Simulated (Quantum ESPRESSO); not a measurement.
One change at a time to Al2RuSc4Ti

All numbers below are calculated, not measured. They come from Quantum ESPRESSO 7.5, a public plane-wave density functional program. Each row is one single-point run on a made-up periodic cell of eight metal atoms, with elements, volume, strain and displacements drawn at random and not relaxed, so a cell may be unstable or far from any real phase. There is no spin polarisation or spin-orbit coupling.

Settings: PBE unless stated; PseudoDojo standard norm-conserving files; Fermi-Dirac width 0.25 eV, which means electrons at about 2900 K; cutoff 1143 eV; 8 x 4 x 3 k mesh shifted half a step off Gamma. E is the free energy of the whole cell (internal energy minus TS), so a -TS column is already part of it. Stress is positive in tension, and the pressure P is minus a third of its trace.

Checks: one run of this series was repeated at a higher cutoff and on a denser mesh, which moved values by no more than 0.008 eV, 0.05 GPa and 0.018 eV/Å, and a second program with other atomic files agreed on it to 2 % rms in force and 0.5 GPa in pressure. Known limits: a spin test at this wide smearing found no moment, but such smearing suppresses magnetism that the real alloy may have.

The lattice is hexagonal close-packed, and the cell vectors in Å are (3.030, -0.014, 0.055); (1.436, -2.519, -5.000); (1.386, 7.688, -5.082), a volume of 156.06 Å³ in run 1. The elements on sites 1 to 8 are Sc Sc Al Ru Sc Sc Ti Al. Each later run makes one change to run 1 and keeps the rest. E is counted from run 1, and is n/a where other atomic files have another zero of energy.

| run | change | V (Å³) | P (GPa) | -TS (eV) | rms force (eV/Å) | largest change of a force component (eV/Å) | E (eV) |
|---|---|---|---|---|---|---|---|
| 1 | none | 156.06 | -0.48 | -1.998 | 0.528 | 0.000 | 0.000 |
| 2 | sites 5 and 7 exchanged | 156.06 | -0.33 | -1.945 | 0.631 | 0.894 | -0.047 |
| 3 | all lengths scaled by +0.53 % | 158.56 | -1.63 | -2.026 | 0.516 | 0.032 | 0.016 |
| 4 | LDA in place of PBE | 156.06 | -6.61 | -2.026 | 0.513 | 0.140 | n/a |
| 5 | Mg on site 2 | 156.06 | -1.47 | -1.841 | 0.569 | 0.312 | n/a |
| 6 | site 6 moved by -0.23 Å along z | 156.06 | 0.03 | -1.966 | 0.608 | 0.942 | ? |

## Worked estimate

Along the move dE = -F dx. The force on site 6 along z is 0.122 eV/Å in run 1 and 1.064 eV/Å in run 6, and the move is -0.23 Å, so the mean force times the move gives an estimate.

## Withheld value

Question: what E should run 6 give?

The estimate is 0.136 eV. The calculation gave 0.134 eV.
